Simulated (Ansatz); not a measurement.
Frozen-phonon scan for GaP (zinc blende)

Starting cell, GaP (zinc blende):

```yaml
crystal:
  lattice:
    - [0.00000, 5.45138, 5.45138]
    - [2.72569, 0.00000, 2.72569]
    - [2.72569, 2.72569, 0.00000]
  atoms:
    - { symbol: P, position: [0.37500, 0.75000, 0.75000] }
    - { symbol: P, position: [0.87500, 0.75000, 0.75000] }
    - { symbol: Ga, position: [0.00000, 0.00000, 0.00000] }
    - { symbol: Ga, position: [0.50000, 0.00000, 0.00000] }
```

A phonon eigenvector at L = (0.5, 0.0, 0.0) is frozen into this cell: atom i moves by Q times the vector below, so Q is the largest atomic displacement, in Å. The cell is held. (q is in reciprocal vectors of the primitive cell; the cell shown is doubled to hold the pattern.)

```csv
atom,x,y,z
P1,-0.099,0.099,0.099
P2,0.099,-0.099,-0.099
Ga3,-0.577,0.577,0.577
Ga4,0.577,-0.577,-0.577
```

Calculation: r2SCAN (plane waves to 500 eV, PAW, scalar-relativistic; Ansatz, a program for electronic structure). k mesh 5×10×10 (Γ-centred), Fermi-Dirac smearing 0.05 eV. Energies are smeared free energies. Compression counts positive. GaP was relaxed with its symmetry unable to fall. The zero of ΔE is the undisplaced structure.

```json
[
 {"Q (Å)": "-0.280", "ΔE (meV/cell)": "1115", "P (GPa)": "2.43", "−dE/dQ from forces (eV/Å)": "7.943"},
 {"Q (Å)": "-0.233", "ΔE (meV/cell)": "775", "P (GPa)": "1.66", "−dE/dQ from forces (eV/Å)": "6.631"},
 {"Q (Å)": "-0.187", "ΔE (meV/cell)": "496", "P (GPa)": "1.06", "−dE/dQ from forces (eV/Å)": "5.310"},
 {"Q (Å)": "-0.140", "ΔE (meV/cell)": "279", "P (GPa)": "0.59", "−dE/dQ from forces (eV/Å)": "3.986"},
 {"Q (Å)": "-0.093", "ΔE (meV/cell)": "124", "P (GPa)": "0.26", "−dE/dQ from forces (eV/Å)": "2.659"},
 {"Q (Å)": "-0.047", "ΔE (meV/cell)": "31", "P (GPa)": "0.07", "−dE/dQ from forces (eV/Å)": "1.330"},
 {"Q (Å)": "0.000", "ΔE (meV/cell)": "0", "P (GPa)": "0.00", "−dE/dQ from forces (eV/Å)": "0.000"},
 {"Q (Å)": "0.047", "ΔE (meV/cell)": "31", "P (GPa)": "0.07", "−dE/dQ from forces (eV/Å)": "-1.330"},
 {"Q (Å)": "0.093", "ΔE (meV/cell)": "124", "P (GPa)": "0.26", "−dE/dQ from forces (eV/Å)": "-2.659"},
 {"Q (Å)": "0.140", "ΔE (meV/cell)": "279", "P (GPa)": "0.59", "−dE/dQ from forces (eV/Å)": "-3.986"},
 {"Q (Å)": "0.187", "ΔE (meV/cell)": "496", "P (GPa)": "1.06", "−dE/dQ from forces (eV/Å)": "-5.310"},
 {"Q (Å)": "0.233", "ΔE (meV/cell)": "775", "P (GPa)": "1.66", "−dE/dQ from forces (eV/Å)": "-6.631"},
 {"Q (Å)": "0.280", "ΔE (meV/cell)": "1115", "P (GPa)": "2.43", "−dE/dQ from forces (eV/Å)": "-7.943"}
]
```

Summary:

- Energy at Q = 0.280 Å = 1115 meV/cell
- Space group of the distorted cell = R3m (No. 160), lowered from F-43m
- Symmetry of the curve = even: the same for both signs
- Shape of the curve = a single well with its minimum at or next to zero displacement
- Harmonic wavenumber from the curvature (finite differences) = 234 cm⁻¹
- Wavenumber by perturbation theory (DFPT, on another k mesh) = 234 cm⁻¹

(For displaced atoms, the force is minus the slope of the energy, and its curvature is a force constant, which sets phonon frequencies.)
